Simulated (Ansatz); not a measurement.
A: Ni (fcc, Cu type), a = 3.518 Å, b = 3.518 Å, c = 3.518 Å, α = 90.00°, β = 90.00°, γ = 90.00°
B: TiC (rock salt), a = b = c = 4.3330 Å, α = β = γ = 90.00°
C: VN (rock salt), a = b = c = 4.117 Å, α = β = γ = 90.00°

Scan: energy against volume (even scaling of the relaxed cell, symmetry kept). All come from one method, each on a k mesh of its own. All were relaxed with their symmetry unable to fall. Relaxed Ni ends ferromagnetic. TiC is run without spin polarisation. VN is run without spin polarisation. Other magnetic orders were not checked, so this need not be the ground state. (This holds for the magnetic or f-shell members.)

**Question.** Put the candidates in order of bulk modulus (fitted), lowest first, for PBE (plane waves to 420 eV, PAW, scalar-relativistic; Ansatz, a first-principles code).

**Answer.** A (198 GPa), B (250 GPa), C (314 GPa)

(A scan under strain: stresses follow from slopes of the energy per volume, elastic moduli from its curvatures.)
